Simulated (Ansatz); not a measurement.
SnGe (CsCl type, space group No. 221) at seven volumes, PBE in the plane-wave PAW code Ansatz, scaled uniformly. One row is withheld.

```csv
V (Å³/atom),P (GPa)
21.430,6.09
22.136,3.82
22.843,?
23.549,-0.01
24.256,-1.56
24.962,-2.88
25.669,-4.02
```

Problem. Fit the shown pressures and predict the withheld one.

Solution. P = (3/2)B₀(x^(7/2) − x^(5/2))[1 + (3/4)(B′ − 4)(x − 1)] with x = (V₀/V)^(2/3). Least squares on the six rows gives V₀ = 23.547 Å³/atom, B₀ = 54.7 GPa, B′ = 3.62. At V = 22.843, x = 1.0204 and P = 1.75 GPa. The run itself gave 1.80 GPa.

Space group Pm-3m (CsCl type). The cell is a constructed one: a structure type filled with these elements; neither database checked (COD, Materials Project) lists it. Its standing as an ambient phase is unchecked. Symmetry was held in the PBE relaxation; its stability against distortions is not shown here. Spin–orbit coupling is left out wherever it is not named.

Potentials: the earlier of the program's two PAW sets.
